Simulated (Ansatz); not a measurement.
A crystal relaxed with r2SCAN in the PAW code Ansatz has space group I-42m (No. 121) and a = 6.684 Å, c = 8.029 Å.

```csv
atom,site,x,y,z
Li,4d,0.5000,0.0000,0.2500
Sr,2b,0.0000,0.0000,0.5000
Sn,2a,0.0000,0.0000,0.0000
Xx,8i,0.2076,0.2076,0.8292
```

r2SCAN gives a direct gap of 2.98 eV at M. With HSE06 the valence top lies at M and the conduction bottom at Γ, 3.64 eV higher; the smallest vertical gap, at M, is 3.65 eV. Least and direct gap differ so little that the kind isn't settled. A second conduction valley, at M, lies only 10 meV higher, so their order isn't settled. Meshes: r2SCAN 6×6×6, HSE06 4×4×4. r2SCAN's ε∞ is 4.7 along x and y, 4.6 along z.

**Question.** Which element is Xx?
A. Te
B. Se
C. S
D. O

**Answer.** C. Xx is S: an 8-atom cell of SrLi2SnS4 from a published structure. Li has 4 S at 2.48 Å; Sr has 8 S at 3.09–3.29 Å; Sn has 4 S at 2.39 Å; S has 1 Sn at 2.39 Å and 2 Li at 2.48 Å and 2 Sr at 3.09–3.29 Å.

Spin-unpolarised calculation; the starting structure is a published one, and the numbers are computed.

No spin-orbit coupling is included; it can move band edges with weight on the heavy atoms by tenths of an eV.

The meshes of the hybrids are coarse, so their gaps aren't converged to the digits shown.
